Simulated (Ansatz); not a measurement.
Data:

SnTe₂:
```yaml
crystal:
  lattice:
    - [2.04996, 1.18355, 6.09158]
    - [-2.04996, 1.18355, 6.09158]
    - [0.00000, -2.36709, 6.09158]
  atoms:
    - { symbol: Sn, position: [0.00000, 0.00000, 0.00000] }
    - { symbol: Te, position: [0.23461, 0.23461, 0.23461] }
    - { symbol: Te, position: [0.76539, 0.76539, 0.76539] }
```

This is the LDA-relaxed structure.

**Question.** All from DFT-LDA in the program Ansatz with PAW potentials, unless another level is named. Estimate the highest zone-centre frequency.

**Answer.** 164 cm^-1.

**Question.** Predict the bulk modulus (Birch–Murnaghan fit).

**Answer.** 467 kbar.

Space group R-3m. The cell is a constructed one: a structure type filled with these elements; neither database checked (COD, Materials Project) lists it. Whether it is the stable phase at ambient conditions was not checked. The cell was relaxed with LDA under the symmetry of its start; of distortions, only those at the zone centre were tested. A crystal of weakly bound layers computed without a dispersion correction: the cell and the soft elastic constants depend strongly on that. As this level gives no gap, phonon frequencies hold no LO–TO term and depend on the k-mesh and smearing (Fermi–Dirac, 0.1 eV here). Scalar-relativistic: spin–orbit coupling is off unless named, which matters more the heavier the elements.

Potentials: the later of the program's two PAW sets.
